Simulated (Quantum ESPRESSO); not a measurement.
## Si3O4FN (finding a planted mistake in a log)

Computed values, not a measurement. The program is pw.x of Quantum ESPRESSO 7.5 (plane-wave density functional theory). The cell is made up: 9 atoms on a quartz lattice, with randomly drawn elements, strain and displacements, not relaxed. PseudoDojo standard norm-conserving files (v0.5 for PBE, v0.4.1 for LDA and PBEsol) set the functional; there is no spin polarisation, spin-orbit coupling or dispersion term, and the masses in the input are unused placeholders.

Intended input:

```
&control calculation='scf', pseudo_dir='./dojo.nc.sr.pbe.v0_5.standard.upf', outdir='./o', disk_io='low', tprnfor=.true., tstress=.true. /
&system ibrav=0, nat=9, ntyp=4, nbnd=30, ecutwfc=84.00895049, nosym=.true., tot_charge=0,
 occupations='smearing', smearing='fd', degauss=0.0018374661
/
&electrons conv_thr=7.350e-09, electron_maxstep=60, /
ATOMIC_SPECIES
F 1.0 F.upf
N 1.0 N.upf
O 1.0 O.upf
Si 1.0 Si.upf
CELL_PARAMETERS angstrom
4.9909 0.0295 -0.0295
-2.4699 4.2583 0.0131
-0.0324 -0.0021 5.4483
ATOMIC_POSITIONS angstrom
Si 2.3171 0.0411 3.607
Si -1.2927 1.8456 1.8831
Si 1.4048 2.2017 -0.0173
O 1.3474 1.1979 4.3706
F 3.3728 0.6339 2.413
O 2.8134 2.4647 0.6431
N 0.396 1.899 1.2224
O -1.0155 3.1195 2.9151
O 0.8163 3.5396 4.8309
K_POINTS automatic
5 5 4 1 1 1
```

The log is shortened where brackets say so; the opening notice, blank lines, dates and the lines on written files are dropped, and the path of the files is cut. It prints rydbergs, bohrs and kilobars, and counts compression as positive stress. Where no state is partly filled, the Fermi energy that it prints is only some level between the filled and the empty states on the mesh, and need not lie in the true gap.

Log of the intended run:

```
     Program PWSCF v.7.5
     Parallel version (MPI & OpenMP), running on       4 processor cores
     Number of MPI processes:                 4
     Threads/MPI process:                     1
     [start-up lines left out]
     bravais-lattice index     =            0
     lattice parameter (alat)  =       9.4318  a.u.
     unit-cell volume          =     784.0501 (a.u.)^3
     number of atoms/cell      =            9
     number of atomic types    =            4
     number of electrons       =        48.00
     number of Kohn-Sham states=           30
     kinetic-energy cutoff     =      84.0090  Ry
     charge density cutoff     =     336.0358  Ry
     scf convergence threshold =      7.3E-09
     mixing beta               =       0.7000
     number of iterations used =            8  plain     mixing
     Exchange-correlation= PBE
                           (   1   4   3   4   0   0   0)
     [axes and pseudopotential details left out]
   Cartesian axes
     site n.     atom                  positions (alat units)
         1        Si     tau(   1) = (   0.4642487   0.0082347   0.7226901  )
         2        Si     tau(   2) = (  -0.2590024   0.3697801   0.3772935  )
         3        Si     tau(   3) = (   0.2814624   0.4411275  -0.0034662  )
         4        O      tau(   4) = (   0.2699619   0.2400084   0.8756832  )
         5        F      tau(   5) = (   0.6757663   0.1270067   0.4834630  )
         6        O      tau(   6) = (   0.5636863   0.4938215   0.1288500  )
         7        N      tau(   7) = (   0.0793416   0.3804792   0.2449172  )
         8        O      tau(   8) = (  -0.2034632   0.6250157   0.5840626  )
         9        O      tau(   9) = (   0.1635520   0.7091860   0.9679078  )
     number of k points=    50  Fermi-Dirac smearing, width (Ry)=  0.0018
                       cart. coord. in units 2pi/alat
        k(    1) = (   0.0996519   0.1746540   0.1151698), wk =   0.0400000
        k(    2) = (   0.1010052   0.1747343   0.3441977), wk =   0.0400000
     [further k points left out]
     Dense  grid:    81557 G-vectors     FFT dimensions: (  60,  60,  64)
     Estimated max dynamical RAM per process >     167.07 MB
     Estimated total dynamical RAM >     608.54 MB
     Initial potential from superposition of free atoms
     starting charge      47.9981, renormalised to      48.0000
     Starting wfcs are   36 randomized atomic wfcs
     total cpu time spent up to now is        4.8 secs
     per-process dynamical memory:   130.9 Mb
     Self-consistent Calculation
     iteration #  1     ecut=    84.01 Ry     beta= 0.70
     Davidson diagonalization with overlap
     ethr =  1.00E-02,  avg # of iterations =  3.0
     total cpu time spent up to now is       13.2 secs
     total energy              =    -226.62917280 Ry
     estimated scf accuracy    <       3.10292655 Ry
     iteration #  2     ecut=    84.01 Ry     beta= 0.70
     Davidson diagonalization with overlap
     ethr =  6.46E-03,  avg # of iterations =  3.1
     total cpu time spent up to now is       21.4 secs
     total energy              =    -226.34768867 Ry
     estimated scf accuracy    <       6.75465707 Ry
     [iterations 3 to 12 left out]
     iteration # 13     ecut=    84.01 Ry     beta= 0.70
     Davidson diagonalization with overlap
     ethr =  2.52E-11,  avg # of iterations =  4.6
     total cpu time spent up to now is      106.7 secs
     total energy              =    -227.97302349 Ry
     estimated scf accuracy    <       0.00000001 Ry
     iteration # 14     ecut=    84.01 Ry     beta= 0.70
     Davidson diagonalization with overlap
     ethr =  2.52E-11,  avg # of iterations =  2.0
     total cpu time spent up to now is      113.8 secs
     End of self-consistent calculation
     [lines on levels left out]
     the Fermi energy is     6.1966 ev
!    total energy              =    -227.97302349 Ry
     estimated scf accuracy    <          2.6E-10 Ry
     smearing contrib. (-TS)   =      -0.00000000 Ry
     internal energy E=F+TS    =    -227.97302349 Ry
     The total energy is F=E-TS. E is the sum of the following terms:
     one-electron contribution =    -112.21844961 Ry
     hartree contribution      =      81.22735350 Ry
     xc contribution           =     -61.05502015 Ry
     ewald contribution        =    -135.92690723 Ry
     convergence has been achieved in  14 iterations
     Forces acting on atoms (cartesian axes, Ry/au):
     atom    1 type  4   force =    -0.11331094   -0.15393049    0.21052993
     atom    2 type  4   force =     0.41430503    0.61483505   -0.39262003
     atom    3 type  4   force =    -0.10555935    0.14378562    0.31164472
     atom    4 type  3   force =     0.10025058   -0.32509742   -0.34790008
     atom    5 type  1   force =    -0.10613937   -0.44350070    0.19336617
     atom    6 type  3   force =     0.07158623   -0.00473978    0.02810927
     atom    7 type  2   force =    -0.13370940   -0.08651061    0.11732464
     atom    8 type  3   force =    -0.04508905    0.03010465    0.05947335
     atom    9 type  3   force =    -0.08233372    0.22505369   -0.17992796
     Total force =     1.239791     Total SCF correction =     0.000018
     Computing stress (Cartesian axis) and pressure
          total   stress  (Ry/bohr**3)                   (kbar)     P=      160.90
  -0.00001870   0.00050933  -0.00029967           -2.75       74.93      -44.08
   0.00050933   0.00212325  -0.00023937           74.93      312.34      -35.21
  -0.00029967  -0.00023937   0.00117670          -44.08      -35.21      173.10
     init_run     :      4.39s CPU      4.56s WALL (       1 calls)
     electrons    :    108.16s CPU    109.04s WALL (       1 calls)
     forces       :      1.16s CPU      1.18s WALL (       1 calls)
     stress       :      3.99s CPU      4.00s WALL (       1 calls)
     [timing details left out]
     PWSCF        :   1m57.94s CPU   1m59.08s WALL
     JOB DONE.
```

A second run was made from an input with one planted mistake. Its log:

```
     Program PWSCF v.7.5
     Parallel version (MPI & OpenMP), running on       4 processor cores
     Number of MPI processes:                 4
     Threads/MPI process:                     1
     [start-up lines left out]
     bravais-lattice index     =            0
     lattice parameter (alat)  =       9.4318  a.u.
     unit-cell volume          =     784.0501 (a.u.)^3
     number of atoms/cell      =            9
     number of atomic types    =            4
     number of electrons       =        48.00
     number of Kohn-Sham states=           30
     kinetic-energy cutoff     =      54.9035  Ry
     charge density cutoff     =     219.6139  Ry
     scf convergence threshold =      7.3E-09
     mixing beta               =       0.7000
     number of iterations used =            8  plain     mixing
     Exchange-correlation= PBE
                           (   1   4   3   4   0   0   0)
     [axes and pseudopotential details left out]
   Cartesian axes
     site n.     atom                  positions (alat units)
         1        Si     tau(   1) = (   0.4642487   0.0082347   0.7226901  )
         2        Si     tau(   2) = (  -0.2590024   0.3697801   0.3772935  )
         3        Si     tau(   3) = (   0.2814624   0.4411275  -0.0034662  )
         4        O      tau(   4) = (   0.2699619   0.2400084   0.8756832  )
         5        F      tau(   5) = (   0.6757663   0.1270067   0.4834630  )
         6        O      tau(   6) = (   0.5636863   0.4938215   0.1288500  )
         7        N      tau(   7) = (   0.0793416   0.3804792   0.2449172  )
         8        O      tau(   8) = (  -0.2034632   0.6250157   0.5840626  )
         9        O      tau(   9) = (   0.1635520   0.7091860   0.9679078  )
     number of k points=    50  Fermi-Dirac smearing, width (Ry)=  0.0018
                       cart. coord. in units 2pi/alat
        k(    1) = (   0.0996519   0.1746540   0.1151698), wk =   0.0400000
        k(    2) = (   0.1010052   0.1747343   0.3441977), wk =   0.0400000
     [further k points left out]
     Dense  grid:    43035 G-vectors     FFT dimensions: (  45,  45,  50)
     Estimated max dynamical RAM per process >      88.58 MB
     Estimated total dynamical RAM >     322.82 MB
     Check: negative core charge=   -0.000055
     Initial potential from superposition of free atoms
     starting charge      47.9981, renormalised to      48.0000
     Starting wfcs are   36 randomized atomic wfcs
     total cpu time spent up to now is        2.5 secs
     per-process dynamical memory:    70.6 Mb
     Self-consistent Calculation
     iteration #  1     ecut=    54.90 Ry     beta= 0.70
     Davidson diagonalization with overlap
     ethr =  1.00E-02,  avg # of iterations =  3.0
     total cpu time spent up to now is        7.3 secs
     total energy              =    -226.55055625 Ry
     estimated scf accuracy    <       3.00107676 Ry
     iteration #  2     ecut=    54.90 Ry     beta= 0.70
     Davidson diagonalization with overlap
     ethr =  6.25E-03,  avg # of iterations =  3.1
     total cpu time spent up to now is       12.1 secs
     total energy              =    -226.24704160 Ry
     estimated scf accuracy    <       6.61494994 Ry
     [iterations 3 to 12 left out]
     iteration # 13     ecut=    54.90 Ry     beta= 0.70
     Davidson diagonalization with overlap
     ethr =  1.56E-11,  avg # of iterations =  4.8
     total cpu time spent up to now is       57.7 secs
     total energy              =    -227.84163300 Ry
     estimated scf accuracy    <          9.7E-09 Ry
     iteration # 14     ecut=    54.90 Ry     beta= 0.70
     Davidson diagonalization with overlap
     ethr =  1.56E-11,  avg # of iterations =  2.0
     total cpu time spent up to now is       61.1 secs
     End of self-consistent calculation
     [lines on levels left out]
     the Fermi energy is     6.1937 ev
!    total energy              =    -227.84163300 Ry
     estimated scf accuracy    <          1.2E-10 Ry
     smearing contrib. (-TS)   =      -0.00000000 Ry
     internal energy E=F+TS    =    -227.84163300 Ry
     The total energy is F=E-TS. E is the sum of the following terms:
     one-electron contribution =    -111.95209474 Ry
     hartree contribution      =      81.04005717 Ry
     xc contribution           =     -61.00268802 Ry
     ewald contribution        =    -135.92690740 Ry
     convergence has been achieved in  14 iterations
     Forces acting on atoms (cartesian axes, Ry/au):
     atom    1 type  4   force =    -0.11314853   -0.15384601    0.21070223
     atom    2 type  4   force =     0.41431169    0.61481141   -0.39267006
     atom    3 type  4   force =    -0.10542184    0.14362213    0.31162104
     atom    4 type  3   force =     0.09966130   -0.32532628   -0.34680626
     atom    5 type  1   force =    -0.10602289   -0.44270287    0.19223924
     atom    6 type  3   force =     0.07209371   -0.00499249    0.02810993
     atom    7 type  2   force =    -0.13404538   -0.08671186    0.11728558
     atom    8 type  3   force =    -0.04535640    0.02950958    0.05903353
     atom    9 type  3   force =    -0.08207165    0.22563639   -0.17951524
     Total force =     1.239081     Total SCF correction =     0.000014
     Computing stress (Cartesian axis) and pressure
          total   stress  (Ry/bohr**3)                   (kbar)     P=       11.60
  -0.00104160   0.00051488  -0.00030367         -153.23       75.74      -44.67
   0.00051488   0.00111781  -0.00024829           75.74      164.44      -36.52
  -0.00030367  -0.00024829   0.00016029          -44.67      -36.52       23.58
     init_run     :      2.33s CPU      2.41s WALL (       1 calls)
     electrons    :     58.30s CPU     58.65s WALL (       1 calls)
     forces       :      0.63s CPU      0.64s WALL (       1 calls)
     stress       :      2.19s CPU      2.19s WALL (       1 calls)
     [timing details left out]
     PWSCF        :   1m 3.57s CPU   1m 4.05s WALL
     JOB DONE.
```

Question: what was wrong in the second input?

Answer: the plane-wave cutoff is too low. The input lines that differ, file-writing options aside:

```
- &system ibrav=0, nat=9, ntyp=4, nbnd=30, ecutwfc=84.00895049, nosym=.true., tot_charge=0,
+ &system ibrav=0, nat=9, ntyp=4, nbnd=30, ecutwfc=54.90348733, nosym=.true., tot_charge=0,
```

|  | intended run | run with the mistake |
| --- | --- | --- |
| free energy (eV) | -3101.731 | -3099.943 |
| smearing term -TS (eV) | 0.0000 | 0.0000 |
| pressure (GPa) | 16.09 | 1.16 |
| largest force component (eV/Å) | 15.808 | 15.807 |
| largest change of a force component (eV/Å) |  | 0.029 |
| iterations | 14 | 14 |

For scale, a rerun of the intended cell at 1437 eV and a 7 x 7 x 6 mesh moved values by no more than 0.002 eV in energy, 0.02 GPa in stress and 0.002 eV/Å in force.